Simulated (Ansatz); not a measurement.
Ga (space group Cmce)

```xyz
4
Lattice="2.2873 -3.8700 0.0000 2.2873 3.8700 0.0000 0.0000 0.0000 4.5877" Properties=species:S:1:pos:R:3 pbc="T T T"
Ga     2.2873     2.6600     4.2103
Ga     2.2873    -2.6600     0.3774
Ga     2.2873     1.2099     1.9164
Ga     2.2873    -1.2099     2.6713
```

The slice is a (010) plane (indices of the conventional cell) through the point (0.844, 0.156, 0.082) (fractional), spanned by u = [110] and v = [001] in vectors of this cell: u (4.57 Å) and v (4.59 Å, at 90° to u). It covers one period; positions are fractions (u, v).

Level of theory: PBE (plane waves to 420 eV, PAW, scalar-relativistic; Ansatz, a program for electronic structure). k mesh 12×12×10. Near the nuclei the fields are pseudised (PAW); where an atom keeps semicore shells as valence, they peak there. Ga was relaxed with its symmetry unable to fall.

Problem. What is the valence density on the shortest Ga–Ga line in this plane (2.76 Å), at its midpoint?

Solution. 0.24 e/Å³.

Problem. Sketch the electron localisation function (ELF) on this plane as a map.

Solution. 
```
v \ u  0.00  0.12  0.25  0.38  0.50  0.62  0.75  0.88
-----  ----  ----  ----  ----  ----  ----  ----  ----
0.88   0.14  0.27  0.32  0.26  0.28  0.26  0.32  0.27
0.75   0.32  0.32  0.20  0.19  0.23  0.19  0.20  0.32
0.62   0.25  0.20  0.17  0.29  0.35  0.29  0.17  0.20
0.50   0.25  0.23  0.30  0.28  0.26  0.28  0.30  0.23
0.38   0.37  0.35  0.31  0.16     x  0.16  0.31  0.35
0.25   0.35  0.42  0.38  0.22     x  0.22  0.38  0.42
0.12   0.13  0.27  0.43  0.34  0.29  0.34  0.43  0.27
0.00      x  0.14  0.32  0.40  0.41  0.40  0.32  0.14
```

Values: electron localisation function (ELF). Points within 0.5 Å of a nucleus are blanked (x), as the pseudised field means little there.
